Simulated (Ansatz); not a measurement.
CdI₂:
```xyz
3
Lattice="4.3300 0.0000 0.0000 -2.1650 3.7499 0.0000 0.0000 0.0000 7.7924" Properties=species:S:1:pos:R:3 pbc="T T T"
Cd     0.0000     0.0000     0.0000
I      0.0000     2.4999     1.7186
I      2.1650     1.2500     6.0738
```

Relaxed with PBE. Special points in fractions of this cell's reciprocal vectors: Γ (0.000, 0.000, 0.000); M (0.500, 0.000, 0.000); K (0.333, 0.333, 0.000); A (0.000, 0.000, 0.500); L (0.500, 0.000, 0.500); H (0.333, 0.333, 0.500).

List the band energies nearest the valence-band maximum at these points for plane-wave PAW PBE (Ansatz code).

In eV from the valence-band maximum; about four levels below and three above (degenerate sets whole), none deeper than 8.9 eV; points with the same levels are listed once.

| k | below | above |
|---|---|---|
| Γ | -0.27 -0.27 -0.04 -0.04 | 2.50 4.54 6.29 6.29 |
| M | -1.48 -1.27 -0.42 -0.15 | 2.54 5.11 6.33 |
| K | -2.08 -2.08 -1.79 -0.63 -0.63 | 2.96 6.70 6.70 |
| A | -0.29 -0.29 -0.02 -0.02 | 3.12 4.50 6.23 6.23 |
| L | -1.24 -1.23 -0.39 -0.22 | 2.43 5.13 6.07 |
| H | -2.21 -2.21 -1.87 -0.39 -0.39 | 3.21 5.83 5.83 |

Space group P-3m1 (CdI2 type). The PBE relaxation kept the symmetry of its start. The volume lies over 15 % above that of the usual cell of this phase: another minimum, or an error of the functional. A crystal of weakly bound layers computed without a dispersion correction: the cell and the soft elastic constants depend strongly on that. Spin–orbit coupling is left out wherever it is not named.

Potentials: the later of the program's two PAW sets.
